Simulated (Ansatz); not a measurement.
**Profile along the Ti–O line in SrTiO3 (cubic perovskite)**

SrTiO$_{3}$ (cubic perovskite)

```
CELL_PARAMETERS angstrom
      3.93647     0.00000     0.00000
      0.00000     3.93647     0.00000
      0.00000     0.00000     3.93647
ATOMIC_POSITIONS crystal
  Sr 0.00000 0.00000 0.00000
  Ti 0.50000 0.50000 0.50000
  O  0.00000 0.50000 0.50000
  O  0.50000 0.50000 0.00000
  O  0.50000 0.00000 0.50000
```

Fields along a shortest Ti–O line of a {210} plane (1.97 Å), from Ti to O, interpolated on the slice's grid (step about 0.3 Å). Level of theory: PBE (plane waves to 420 eV, PAW, scalar-relativistic; Ansatz, an electronic-structure program). k mesh 8×8×8. Inside the PAW spheres the values are not all-electron values, and peaks at nuclei hang on which shells count as valence. SrTiO3 is run without spin polarisation. SrTiO3 was relaxed with its symmetry unable to fall.

```csv
distance from Ti (Å),valence electron density (e/Å³),electron localisation function
0.00,10.03,x
0.20,9.58,x
0.39,7.47,x
0.59,3.68,0.66
0.79,1.21,0.32
0.98,0.72,0.27
1.18,0.99,0.57
1.38,2.17,0.81
1.58,4.53,x
1.77,6.93,x
1.97,7.67,x
```

x: too close to a nucleus for the ELF to mean much.

Density on the Ti–O line (1.97 Å) at its midpoint: 0.72 e/Å³. ELF at that point: 0.3.
